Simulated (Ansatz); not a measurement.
ZnAg:
```cif
data_AgZn
_chemical_formula_sum 'Zn1 Ag1'
_space_group_name_H-M_alt 'P4/mmm'
_space_group_IT_number 123
_space_group_name_Hall '-P 4 2'
_cell_length_a 3.05465
_cell_length_b 3.05465
_cell_length_c 3.32161
_cell_angle_alpha 90.000
_cell_angle_beta 90.000
_cell_angle_gamma 90.000
loop_
_atom_site_label
_atom_site_type_symbol
_atom_site_symmetry_multiplicity
_atom_site_Wyckoff_symbol
_atom_site_fract_x
_atom_site_fract_y
_atom_site_fract_z
_atom_site_occupancy
Zn1 Zn 1 d 0.50000 0.50000 0.50000 1
Ag1 Ag 1 a 0.00000 0.00000 0.00000 1
```

Relaxed with r²SCAN.

**Question.** Tabulate the valence density and the electron localisation function along the shortest Ag–Ag contact (3.05 Å), r²SCAN (plane waves, PAW; program Ansatz).

**Answer.** 

```csv
distance from Ag (Å),density (e/Å³),ELF
0.31,15.11,0.75
0.46,10.01,0.65
0.61,5.52,0.56
0.76,2.48,0.45
0.92,0.98,0.33
1.07,0.46,0.22
1.22,0.28,0.17
1.37,0.20,0.17
1.53,0.18,0.17
1.68,0.20,0.17
1.83,0.28,0.17
1.99,0.46,0.22
2.14,0.98,0.33
2.29,2.48,0.45
2.44,5.52,0.56
2.60,10.01,0.65
2.75,15.11,0.75
```

The density is the valence pseudo-density with augmentation charge, so density and ELF within about 1 Å of a nucleus are not all-electron values.

The workflow started from a Materials Project entry (that database holds measured and hypothetical structures alike); the Crystallography Open Database copy checked does not list it. COD files the formula under space group No. 221. Its standing as an ambient phase is unchecked. The cell keeps a stress of up to 0.2 GPa. The r²SCAN relaxation kept the symmetry of its start; whether a distortion lowers the energy is not shown. No spin polarisation was allowed.

Potentials: the later of the program's two PAW sets.
